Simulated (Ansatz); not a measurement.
Tm$_{2}$Ti$_{2}$Pb: relaxation (Ansatz)

Input:

```yaml
crystal:
  lattice:
    - [7.70375301, 0.0, 0.0]
    - [0.0, 7.70375301, 0.0]
    - [0.0, 0.0, 3.59077038]
  atoms:
    - { symbol: Tm, position: [0.1716, 0.6716, 0.5], spin: 2.0 }
    - { symbol: Tm, position: [0.3284, 0.1716, 0.5], spin: -2.0 }
    - { symbol: Tm, position: [0.8284, 0.3284, 0.5], spin: 2.0 }
    - { symbol: Tm, position: [0.6716, 0.8284, 0.5], spin: -2.0 }
    - { symbol: Pb, position: [0.0, 0.0, 0.0] }
    - { symbol: Pb, position: [0.5, 0.5, 0.0] }
    - { symbol: Ti, position: [0.3706, 0.8706, 0.0], spin: 1.0 }
    - { symbol: Ti, position: [0.1294, 0.3706, 0.0], spin: -1.0 }
    - { symbol: Ti, position: [0.6294, 0.1294, 0.0], spin: 1.0 }
    - { symbol: Ti, position: [0.8706, 0.6294, 0.0], spin: -1.0 }
  symmetry: { detect: false, time_reversal: true }
kpoints:
  mp_grid: { grid: [3, 3, 7], shift: [0, 0, 0] }
magnetization:
  spin_polarized: true
scf:
  occupations: { method: fermi_dirac }
  lower_state_search: "off"
hamiltonian:
  pseudopotentials: { kind: paw }
  xc: pbe
  hubbard:
    projectors: all-electron-ortho-atomic
    sites: [{ species: Tm, l: f, u_eff: 7.36 }]
basis:
  ecutwfc: 420
  fft_grid_basis: typed
relax:
  max_steps: 40
  cell: { p_target: 0.0 }
  f_tol: 0.03
output:
  forces: true
  stress: true
  eigenvalues: true
  bader: true
  populations: true
  elf: true
  write_potential: true
  volumetric_format: npy
  dos:
    e_range: [-12, 8]
    de: 0.05
    projected: { site_lists: { Pb: [Pb], Ti: [Ti], Tm: [Tm] } }
checkpoint:
  read: saved_state
```

The command:

```bash
ansatz run input.yaml --threads 2 --pin off --max-ram 4096MiB --backend cpu --events-out ev --progress --plain --runs-dir out
```

Origin of the cell: a known structure type with other elements, at an estimated volume, so it need not be a known compound.

The smearing width isn't typed, so it takes its default of 0.1 eV.

The saved state is a converged single point of the same cell.

The program first moved the atoms by about 0.01 Å at random, to leave a saddle point that the symmetry would hold.

Output (shortened):

```
SCF iter   1: F=—  HF=-85451.056410 eV  Δρ=7.24e-3  dr2=7.83e-2  dr2_m=3.58e-2  M=1.300 μB ∫|m|=5.637 μB
SCF iter   2: F=—  HF=-85451.274978 eV  Δρ=4.65e-3  dr2=1.25e-2  dr2_m=1.80e-2  M=1.279 μB ∫|m|=5.589 μB
SCF iter   3: F=—  HF=-85451.389973 eV  Δρ=3.38e-3  dr2=6.38e-3  dr2_m=8.77e-3  M=1.258 μB ∫|m|=5.581 μB
SCF iter   4: F=—  HF=-85451.462496 eV  Δρ=1.72e-3  dr2=1.38e-3  dr2_m=4.58e-3  M=1.237 μB ∫|m|=5.562 μB  defer=2
[… 92 lines left out …]
SCF iter  97: F=—  HF=-85451.518160 eV  Δρ=6.03e-5  dr2=7.40e-6  dr2_m=1.82e-6  M=1.071 μB ∫|m|=5.502 μB  defer=1
SCF iter  98: F=—  HF=-85451.518129 eV  Δρ=5.47e-5  dr2=1.97e-6  dr2_m=1.58e-6  M=1.068 μB ∫|m|=5.499 μB
SCF iter  99: F=—  HF=-85451.518228 eV  Δρ=1.68e-5  dr2=4.80e-7  dr2_m=2.45e-7  M=1.069 μB ∫|m|=5.500 μB
SCF iter 100: F=—  HF=-85451.518317 eV  Δρ=1.05e-5  dr2=1.68e-7  dr2_m=1.31e-7  M=1.065 μB ∫|m|=5.502 μB
Error: did not converge after 100 iterations: onsite_residual = 8.88e-7 (threshold 1.00e-7), under the density mixer `msr1`, which `scf.mixing.algorithm: auto` chose by the deck's other keys […]
Occupation matrices written to <dir>
```

The calculation stopped without meeting its thresholds.

Caveats: no moments, though an odd count or open d shells may carry them; no spin-orbit coupling, though heavy elements are present; the program displaced the start to leave a saddle point.

It ran for 1100 s of wall time on 2 CPU thread(s) of a shared host, from a saved density.
